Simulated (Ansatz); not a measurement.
Here is the system:

B:
```yaml
crystal:
  lattice:
    - [2.44916, 1.41402, 4.17097]
    - [-2.44916, 1.41402, 4.17097]
    - [0.00000, -2.82804, 4.17097]
  atoms:
    - { symbol: B, position: [0.00987, 0.65441, 0.00987] }
    - { symbol: B, position: [0.99013, 0.34559, 0.99013] }
    - { symbol: B, position: [0.00987, 0.00987, 0.65441] }
    - { symbol: B, position: [0.99013, 0.99013, 0.34559] }
    - { symbol: B, position: [0.65441, 0.00987, 0.00987] }
    - { symbol: B, position: [0.34559, 0.99013, 0.99013] }
    - { symbol: B, position: [0.22051, 0.63175, 0.22051] }
    - { symbol: B, position: [0.77949, 0.36825, 0.77949] }
    - { symbol: B, position: [0.22051, 0.22051, 0.63175] }
    - { symbol: B, position: [0.77949, 0.77949, 0.36825] }
    - { symbol: B, position: [0.63175, 0.22051, 0.22051] }
    - { symbol: B, position: [0.36825, 0.77949, 0.77949] }
```

This is the r²SCAN-relaxed structure. x, y and z are the axes in which the lattice vectors are written.

**Question.** All from r²SCAN (plane waves, PAW; program Ansatz), unless another level is named. Predict the HSE06 gap on the r²SCAN cell.

**Answer.** 2.10 eV.

**Question.** Give the smallest direct gap on the standard path.

**Answer.** 2.04 eV.

**Question.** Predict the band gap.

**Answer.** 1.60 eV (indirect).

**Question.** Next, the electron effective mass?

**Answer.** 0.41, 0.71, 1.0 mₑ (principal values).

**Question.** And the valence-band maximum?

**Answer.** at T.

**Question.** Predict the conduction-band minimum.

**Answer.** off the standard path, at k = (0.258, -0.323, -0.323).

Space group R-3m (α-B12). The cell was relaxed with r²SCAN under the symmetry of its start; phonons on a q-mesh show no instability.

Potentials: the earlier of the program's two PAW sets.
